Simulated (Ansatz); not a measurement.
## Phonons of LuF₃

Method: PBEsol, scalar-relativistic; no spin polarisation; PAW, 420 eV, Gaussian smearing of 0.05 eV; code Ansatz; PAW files: Ansatz's generated set soft_2.

```
F Lu
1.0
     3.86206    0.00000    0.00000
    -1.93103    3.34464    0.00000
     0.00000    0.00000    4.26032
F Lu
3 1
Direct
  0.33333 0.66667 0.60792
  0.66667 0.33333 0.39208
  0.00000 0.00000 0.00000
  0.00000 0.00000 0.50000
```

The chain of runs began from a structure of the Materials Project database, expanded in volume; all values here are this work's own. Such entries can be computed or ordered models and not known phases.

Force constants come from finite displacements in a 2×2×2 supercell (the unit cell's 8×8×6 k-mesh, folded to it); the long-range dipole term is included. Points in reciprocal vectors of this cell: Γ = (0.000, 0.000, 0.000), M = (0.500, 0.000, 0.000), K = (0.333, 0.333, 0.000), A = (0.000, 0.000, 0.500), L = (0.500, 0.000, 0.500), H = (0.333, 0.333, 0.500).

Frequencies at the named points (cm⁻¹, imaginary ones negative):
| point | ω (cm⁻¹) |
| --- | --- |
| Γ | 0 0 0 130 174 219 221 241 419 419 443 443 |
| M | -36 75 86 142 153 203 255 255 319 419 425 466 |
| K | 68 85 85 137 137 199 230 230 384 384 416 475 |
| A | 38 38 149 161 161 219 229 229 302 443 443 569 |
| L | 86 97 114 140 180 213 249 271 330 420 422 547 |
| H | 110 110 152 152 190 213 213 216 385 385 433 547 |

Task: Is the structure dynamically stable along this path, and where does the spectrum end?

Result: No: a branch is imaginary, down to 36i cm⁻¹ at M. The highest frequency is 569 cm⁻¹, at A. Points that don't fit the supercell are interpolated. At Γ the polar modes depend on the direction of approach; the table gives the limit along the path's first leg.

Run time: 3.3 min on 4 threads of Intel(R) Xeon(R) Platinum 8488C (Sapphire Rapids) (shared host), peak memory 3 GiB.

No spin–orbit coupling, a notable omission for heavy elements.
